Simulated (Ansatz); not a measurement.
## Elastic constants of NbRu: input and output

Method: DFT LDA, scalar-relativistic, plane waves, PAW in Ansatz 0.2.0.

Launched with:
```bash
ansatz run input.yaml --threads 1 --pin off --max-ram 3072MiB --backend cpu --events-out ev --progress --plain --runs-dir out
```

Input (bare energies are in eV):
```yaml
crystal:
  lattice:
    - [3.0072575248, 0.0, 0.0]
    - [0.0, 3.0072575248, 0.0]
    - [0.0, 0.0, 3.3625534868]
  atoms:
    - { symbol: Nb, position: [0.0, 0.0, 0.0] }
    - { symbol: Ru, position: [0.5, 0.5, 0.5] }
basis:
  ecutwfc: 420
kpoints:
  mp_grid: { grid: [14, 14, 12] }
hamiltonian:
  xc: lda
scf:
  occupations: { method: fermi_dirac, width: 0.15 }
output:
  forces: true
  stress: true
  eigenvalues: true
elastic:
  mode: relaxed_ion
  amplitude: 0.005
```

From the output:
```
--- Elastic constants: 4 strain directions × 4 members + reference (group order 16) ---
  dense FFT box of the reference and of every strained cell: 24×24×24
  strains applied: 11, 33, 23, 12; error gains: componentwise 1.00 (the most a stress slope's error grows in a printed constant), spectral 1.41 (1 for all six strains in a standard setting)
  C = ∂σ_k/∂η_j (tension-positive GPa; Voigt order 11 22 33 23 13 12):
       349.792    214.817    230.532      0.000      0.000     -0.000
       214.817    349.792    230.532      0.000      0.000     -0.000
       230.527    230.527    343.008      0.000      0.000     -0.000
         0.000      0.000      0.000     60.592      0.000      0.000
         0.000      0.000      0.000      0.000     60.592      0.000
        -0.000     -0.000      0.000      0.000      0.000     60.800
  reference stress σ⁰ (GPa):      0.002      0.002      0.006     -0.000     -0.000     -0.000
  C* (energy form; C + prestress term) asymmetry max|C*_kj − C*_jk| = 6.004e-4 GPa — a small one proves nothing (zero by symmetry where the batch's group is 432, −43m or m−3m); a large one is finite-difference/SCF noise where every solve ...
  moduli (Voigt/Reuss/Hill, GPa): K = 266.04/265.98/266.01   G = 60.84/60.58/60.71   E = 169.25   ν = 0.394
  mechanically stable: yes (min eigenvalue of sym C = 60.59 GPa)
  strain η (Voigt 11):  stress-route row diagonal C_11 = 349.79 GPa, energy-path curvature d²(F+E_count+ΔE)/dδ²/Ω₀ = 349.78 GPa
    cells at ±δ against ±2δ: C31 230.61 and 230.86 GPa, apart by 0.07 % of the column's largest entry
         δ    σ_11 (GPa) F (eV) n_scf n_hpsi n_pw
    -1.000e-2      -3.6153      -10201.2964478       9  174033    608   relax 0 steps, max|allowed force component| 6.71e-30 eV/Å
    -5.000e-3      -1.7772      -10201.2990014       4  130239    608   relax 0 steps, max|allowed force component| 6.31e-30 eV/Å
     5.000e-3       1.7205      -10201.2990175       4  137137    616   relax 0 steps, max|allowed force component| 5.92e-30 eV/Å
     1.000e-2       3.3787      -10201.2965907       8  153332    620   relax 0 steps, max|allowed force component| 0.00e0 eV/Å
  strain η (Voigt 33):  stress-route row diagonal C_33 = 343.01 GPa, energy-path curvature d²(F+E_count+ΔE)/dδ²/Ω₀ = 342.99 GPa
    cells at ±δ against ±2δ: C33 342.91 and 342.62 GPa, apart by 0.08 % of the column's largest entry
         δ    σ_33 (GPa) F (eV) n_scf n_hpsi n_pw
    -1.000e-2      -3.4764      -10201.2965627       8   97451    608   relax 0 steps, max|allowed force component| 2.62e-29 eV/Å
    -5.000e-3      -1.7229      -10201.2990252       4   74010    612   relax 0 steps, max|allowed force component| 2.84e-29 eV/Å
     5.000e-3       1.7062      -10201.2990236       4   74032    616   relax 0 steps, max|allowed force component| 1.10e-29 eV/Å
     1.000e-2       3.3761      -10201.2966084       7   79047    616   relax 0 steps, max|allowed force component| 2.54e-29 eV/Å
  strain η (Voigt 23):  stress-route row diagonal C_44 = 60.59 GPa, energy-path curvature d²(F+E_count+ΔE)/dδ²/Ω₀ = 60.59 GPa
    cells at ±δ against ±2δ: C44 60.63 and 60.75 GPa, apart by 0.20 % of the column's largest entry
         δ    σ_23 (GPa) F (eV) n_scf n_hpsi n_pw
    -1.000e-2      -0.6075      -10201.2992636       7  252523    614   relax 0 steps, max|allowed force component| 0.00e0 eV/Å
    -5.000e-3      -0.3032      -10201.2996952       4  189806    612   relax 0 steps, max|allowed force component| 0.00e0 eV/Å
     5.000e-3       0.3032      -10201.2996952       4  189694    612   relax 0 steps, max|allowed force component| 0.00e0 eV/Å
     1.000e-2       0.6075      -10201.2992636       7  219638    614   relax 0 steps, max|allowed force component| 0.00e0 eV/Å
  strain η (Voigt 12):  stress-route row diagonal C_66 = 60.80 GPa, energy-path curvature d²(F+E_count+ΔE)/dδ²/Ω₀ = 60.80 GPa
    cells at ±δ against ±2δ: C66 60.81 and 60.84 GPa, apart by 0.05 % of the column's largest entry
         δ    σ_12 (GPa) F (eV) n_scf n_hpsi n_pw
    -1.000e-2      -0.6084      -10201.2992618       7  140096    616   relax 0 steps, max|allowed force component| 1.06e-28 eV/Å
    -5.000e-3      -0.3040      -10201.2996946       3  103582    616   relax 0 steps, max|allowed force component| 7.49e-30 eV/Å
     5.000e-3       0.3040      -10201.2996946       3  103027    616   relax 0 steps, max|allowed force component| 1.18e-30 eV/Å
     1.000e-2       0.6084      -10201.2992618       6  120646    616   relax 0 steps, max|allowed force component| 7.89e-29 eV/Å
```

The run took 3.5 min on 1 thread of Arm Neoverse V2, on a shared host, peak memory 0.64 GiB.

In a metal, frequencies and elastic constants depend on the k mesh and the smearing, soft modes and shear constants most.